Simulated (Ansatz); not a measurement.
Al$_{2}$Au:
```
CELL_PARAMETERS angstrom
     -1.81821     1.81821     3.82718
      1.81821    -1.81821     3.82718
      1.81821     1.81821    -3.82718
ATOMIC_POSITIONS crystal
  Au 0.00000 0.00000 0.00000
  Al 0.33553 0.33553 0.00000
  Al 0.66447 0.66447 0.00000
```

Relaxed with r²SCAN. Special points in fractions of this cell's reciprocal vectors: Γ (0.000, 0.000, 0.000); X (0.000, 0.000, 0.500); P (0.250, 0.250, 0.250); N (0.000, 0.500, 0.000); M (0.500, 0.500, -0.500); S (0.306, 0.694, -0.306); S0 (-0.306, 0.306, 0.306); R (-0.113, 0.113, 0.500); G (0.500, 0.500, -0.113).

**Question.** List the band energies nearest the Fermi level at these points for the program Ansatz at the r²SCAN level (PAW).

**Answer.** In eV from the Fermi level; about four levels below and three above (degenerate sets whole), none deeper than 8.9 eV; points with the same levels are listed once.

```json
[
 {"k": "Γ", "below": "-6.14 -6.14 -5.47 -0.38", "above": "0.99 2.68 2.68"},
 {"k": "X", "below": "-3.54 -3.28 -1.76 -0.58", "above": "0.10 5.18 5.34"},
 {"k": "P", "below": "-3.67 -3.54 -3.54 -2.79", "above": "0.38 1.89 2.48 2.48"},
 {"k": "N", "below": "-6.12 -5.76 -4.55 -3.07", "above": "0.63 3.22 4.53"},
 {"k": "M", "below": "-5.68 -5.68 -5.41 -0.47 -0.47", "above": "2.36 4.43 8.89 8.89"},
 {"k": "S", "below": "-5.99 -5.74 -4.84 -4.50", "above": "1.96 2.65 5.66"},
 {"k": "R", "below": "-4.71 -4.04 -3.91 -2.53", "above": "1.32 1.94 5.55"}
]
```

Space group I4/mmm (MoSi2 or CaC2 type). The cell is a constructed one: a structure type filled with these elements; neither database checked (COD, Materials Project) lists it. COD files the formula under space group No. 225, so this cell is another polymorph or a model. Its standing as an ambient phase is unchecked. Symmetry was held in the r²SCAN relaxation; whether a distortion lowers the energy is not shown. Scalar-relativistic: spin–orbit coupling is off unless named, which matters more the heavier the elements.

Potentials: the earlier of the program's two PAW sets.
